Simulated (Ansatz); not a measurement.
Relaxation of a randomly generated symmetric cell of Al2Cu (space group No. 118); 6 atoms in the cell, which starts as P-4n2 (No. 118), tP6; a = 3.973 Å, b = 3.973 Å, c = 6.328 Å, α = 90.00°, β = 90.00°, γ = 90.00°. These are r2SCAN (plane waves to 500 eV, PAW, scalar-relativistic; Ansatz, a program for electronic structure) values and carry that method's errors. Γ-centred k-mesh 8×8×5 on the run's cell (coarser than for final values), Fermi–Dirac smearing 0.05 eV. This is the first round of the run. 

The optimiser's lines from the output (shortened; P is positive under compression):

```
relax step   1: F+E_penalty+E_count = -15418.91837848 eV  Δ(F+E_penalty+E_count) = +0.000e0 eV  max|allowed force component| = 1.764e-1 eV/Å  Δτ_max = 0.0000 Å  P = +21.528 GPa  Ω = 99.883 Å³  (11 SCF iters, dr2 threshold 1.00e-7 eV, accepted)
relax step   2: F+E_penalty+E_count = -15420.00466883 eV  Δ(F+E_penalty+E_count) = -1.086e0 eV  max|allowed force component| = 1.090e-1 eV/Å  Δτ_max = 0.0152 Å  P = +10.364 GPa  Ω = 108.907 Å³  (9 SCF iters, dr2 threshold 6.00e-7 eV, accepted)
relax step   3: F+E_penalty+E_count = -15420.50295198 eV  Δ(F+E_penalty+E_count) = -4.983e-1 eV  max|allowed force component| = 7.653e-2 eV/Å  Δτ_max = 0.0179 Å  P = +4.361 GPa  Ω = 115.031 Å³  (9 SCF iters, dr2 threshold 6.00e-7 eV, accepted)
relax step   4: F+E_penalty+E_count = -15420.73572840 eV  Δ(F+E_penalty+E_count) = -2.328e-1 eV  max|allowed force component| = 5.334e-2 eV/Å  Δτ_max = 0.0244 Å  P = +3.447 GPa  Ω = 113.771 Å³  (9 SCF iters, dr2 threshold 6.00e-7 eV, accepted)
relax step   5: F+E_penalty+E_count = -15420.85846597 eV  Δ(F+E_penalty+E_count) = -1.227e-1 eV  max|allowed force component| = 1.399e-2 eV/Å  Δτ_max = 0.0131 Å  P = +0.735 GPa  Ω = 116.740 Å³  (9 SCF iters, dr2 threshold 6.00e-7 eV, accepted)
relax step   6: F+E_penalty+E_count = -15420.86686124 eV  Δ(F+E_penalty+E_count) = -8.395e-3 eV  max|allowed force component| = 7.449e-4 eV/Å  Δτ_max = 0.0035 Å  P = -0.020 GPa  Ω = 117.752 Å³  (7 SCF iters, dr2 threshold 6.00e-7 eV, accepted)
relax step   7: F+E_penalty+E_count = -15420.86810174 eV  Δ(F+E_penalty+E_count) = -1.240e-3 eV  max|allowed force component| = 4.079e-4 eV/Å  Δτ_max = 0.0003 Å  P = +0.064 GPa  Ω = 117.351 Å³  (7 SCF iters, dr2 threshold 1.86e-7 eV, accepted)
relax step   8: F+E_penalty+E_count = -15420.86813747 eV  Δ(F+E_penalty+E_count) = -3.573e-5 eV  max|allowed force component| = 2.111e-3 eV/Å  Δτ_max = 0.0006 Å  P = -0.001 GPa  Ω = 117.430 Å³  (6 SCF iters, dr2 threshold 3.81e-8 eV, accepted)
relax step   9: F+E_penalty+E_count = -15420.87749484 eV  Δ(F+E_penalty+E_count) = -9.357e-3 eV  max|allowed force component| = 2.103e-3 eV/Å  Δτ_max = 0.0000 Å  P = +0.070 GPa  Ω = 117.430 Å³  stress off target by 1.90e-1 GPa  SCF on the basis re-selected at this cell (its energy is not comparable with the rows above)  (10 SCF iters)
relax step  10: F+E_penalty+E_count = -15420.87765952 eV  Δ(F+E_penalty+E_count) = -1.647e-4 eV  max|allowed force component| = 7.909e-5 eV/Å  Δτ_max = 0.0005 Å  P = +0.001 GPa  Ω = 117.480 Å³  (6 SCF iters, dr2 threshold 9.05e-8 eV, accepted)
relax step  11: F+E_penalty+E_count = -15420.87767333 eV  Δ(F+E_penalty+E_count) = -1.380e-5 eV  max|allowed force component| = 7.449e-5 eV/Å  Δτ_max = 0.0000 Å  P = +0.001 GPa  Ω = 117.480 Å³  stress off target by 4.57e-3 GPa  SCF on the basis re-selected at this cell (its energy is not comparable with the rows above)  (8 SCF iters)
```

From the first to the last row the energy changes by -0.33 eV/atom and the volume by +17.6 %. The last row is marked as not comparable with the walk above it, whose basis was carried along; it does compare with step 1, since both stand on a basis selected at the nominal cutoff for their own cell.

Later rounds, restarted from the end of this one on a renewed k-mesh, logged 10 more steps and released under 0.01 eV/atom more. The final structure after all rounds: P4₂/nnm, origin choice 1 (No. 134), tP6; a = b = 3.898 Å, c = 7.739 Å, α = β = γ = 90.00°. Between re-selections the logged energies stand on a plane-wave basis carried along with the cell. No spin polarisation in the result.

The run could not lose the symmetry of its start: the end is stationary, and may be a saddle point rather than a minimum.

The relaxed structure here is a generated cell of Al2Cu: the first start was made by a random draw of sites in a space group, and the end was not matched to a known phase here, so it may be hypothetical. Known forms of Al2Cu include space group No. 140.
